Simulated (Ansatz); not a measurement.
HfN:
```
HfN
1.0
    0.00000     2.25084     2.25084
    2.25084     0.00000     2.25084
    2.25084     2.25084     0.00000
N Hf
1 1
Direct
  0.00000   0.00000   0.00000
  0.50000   0.50000   0.50000
```

Relaxed with PBEsol. Special points in fractions of this cell's reciprocal vectors: Γ (0.000, 0.000, 0.000); X (0.500, 0.000, 0.500); U (0.625, 0.250, 0.625); K (0.375, 0.375, 0.750); L (0.500, 0.500, 0.500); W (0.500, 0.250, 0.750).

Q: List the band energies nearest the Fermi level at these points for PBEsol in the plane-wave PAW code Ansatz.

A: In eV from the Fermi level; about four levels below and three above (degenerate sets whole), none deeper than 8.9 eV; … stands for higher levels left out; points with the same levels are listed once.

```
k                                below           above
-  -----------------------------------  --------------
Γ  -2.90 -2.90 -2.90 -0.39 -0.39 -0.39          1.88 …
X              -5.41 -3.90 -3.61 -3.61  4.13 5.61 5.61
U              -6.36 -5.54 -4.95 -0.85  3.93 4.51 6.13
L                          -6.26 -6.26  3.31 3.74 3.74
W                    -6.17 -5.49 -5.49  1.15 1.15 5.63
```

Space group Fm-3m (rock salt). Symmetry was held in the PBEsol relaxation. No spin polarisation was allowed. With an odd number of electrons in the cell and no spin polarisation, the count alone makes it a metal. Scalar-relativistic: spin–orbit coupling is off unless named, which matters more the heavier the elements.

Potentials: the later of the program's two PAW sets.
